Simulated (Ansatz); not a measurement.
PW:
```
PW
1.0
    5.73873     0.00000     0.00000
    0.00000     3.26648     0.00000
    0.00000     0.00000     6.20525
P W
4 4
Direct
  0.31480   0.75000   0.56736
  0.68520   0.25000   0.43264
  0.18520   0.25000   0.06736
  0.81480   0.75000   0.93264
  0.98596   0.75000   0.31266
  0.01404   0.25000   0.68734
  0.51404   0.25000   0.81266
  0.48596   0.75000   0.18734
```

Relaxed with r²SCAN.

Problem. Give the Bader charges and basin volumes of the independent atoms, the program Ansatz at the r²SCAN level (PAW).

Solution. 

```json
[
 {"atom": "P1", "Bader charge (e)": "-0.92", "Bader volume (Å³)": "15.4"},
 {"atom": "W5", "Bader charge (e)": "+0.92", "Bader volume (Å³)": "13.7"}
]
```

Space group Pnma. The first step of the workflow began from a Materials Project structure, measured or hypothetical; the Crystallography Open Database files this formula in space group No. 62, but the cells were not matched. Whether it is the stable phase at ambient conditions was not checked. The r²SCAN relaxation kept the symmetry of its start; its stability against distortions is not shown here. No spin polarisation was allowed. Spin–orbit coupling is left out wherever it is not named.

Potentials: the later of the program's two PAW sets.
